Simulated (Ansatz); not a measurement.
Given:

SiO2:
Space group P4₃2₁2 (No. 96); a = 7.529 Å, b = 7.529 Å, c = 8.638 Å, α = 90.00°, β = 90.00°, γ = 90.00°

```
atom  site  symmetry       x       y       z
----  ----  --------  ------  ------  ------
Si      4a       ..2  0.4149  0.4149  0.0000
Si      8b         1  0.3250  0.1193  0.2493
O       8b         1  0.4421  0.1249  0.4045
O       8b         1  0.1189  0.1165  0.2980
O       8b         1  0.3641  0.2940  0.1470
```

This is the r²SCAN-relaxed structure.

Task: All from r²SCAN (plane waves, PAW; program Ansatz), unless another level is named. Predict the band gap.

Result: 6.36 eV (indirect).

Task: Predict the HSE06 gap on the r²SCAN cell.

Result: 7.57 eV.

Task: And the electron effective mass?

Result: 0.53 mₑ (isotropic).

Task: And the valence-band maximum?

Result: at X.

Task: Next, the conduction-band minimum?

Result: at Γ.

Space group P4_32_12. The workflow started from a Materials Project entry (that database holds measured and hypothetical structures alike); the Crystallography Open Database files this formula in space group No. 96, but the cells were not matched. It is not the phase usual at ambient conditions (space group No. 92, 152, 154). The cell was relaxed with r²SCAN under the symmetry of its start; whether a distortion lowers the energy is not shown.

Potentials: the earlier of the program's two PAW sets.
